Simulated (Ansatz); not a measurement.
Ta2Si:
```yaml
crystal:
  lattice:
    - [-3.04550, 3.04550, 2.50544]
    - [3.04550, -3.04550, 2.50544]
    - [3.04550, 3.04550, -2.50544]
  atoms:
    - { symbol: Ta, position: [0.66289, 0.83711, 0.50000] }
    - { symbol: Ta, position: [0.33711, 0.16289, 0.50000] }
    - { symbol: Ta, position: [0.83711, 0.33711, 0.17423] }
    - { symbol: Ta, position: [0.16289, 0.66289, 0.82577] }
    - { symbol: Si, position: [0.25000, 0.25000, 0.00000] }
    - { symbol: Si, position: [0.75000, 0.75000, 0.00000] }
```

Relaxed with LDA. Special points in fractions of this cell's reciprocal vectors: Γ (0.000, 0.000, 0.000); X (0.000, 0.000, 0.500); M (-0.500, 0.500, 0.500); Z (0.419, 0.419, -0.419); Z0 (-0.419, 0.581, 0.419); P (0.250, 0.250, 0.250); N (0.000, 0.500, 0.000).

Task: List the band energies nearest the Fermi level at these points for LDA in the plane-wave PAW code Ansatz.

Result: In eV from the Fermi level; about four levels below and three above (degenerate sets whole), none deeper than 8.9 eV; points with the same levels are listed once.

```
k                          below                above
-  -----------------------------  -------------------
Γ  -2.55 -2.55 -2.55 -2.55 -2.01       0.16 0.20 0.90
X        -2.23 -1.95 -1.42 -0.25       0.03 0.05 0.67
M        -1.07 -1.02 -1.02 -0.25       0.18 0.70 0.70
Z        -0.98 -0.98 -0.71 -0.24       0.41 0.41 0.88
P        -1.99 -1.99 -1.10 -1.10  0.80 0.80 1.82 1.82
N        -2.04 -2.04 -1.01 -1.01  0.67 0.67 1.93 1.93
```

Space group I4/mcm. The first step of the workflow began from a Materials Project structure, measured or hypothetical; the Crystallography Open Database copy checked does not list it. Its standing as an ambient phase is unchecked. The cell was relaxed with LDA under the symmetry of its start; of distortions, only those at the zone centre were tested. The run is not spin-polarised. Scalar-relativistic: spin–orbit coupling is off unless named, which matters more the heavier the elements.

Potentials: the later of the program's two PAW sets.
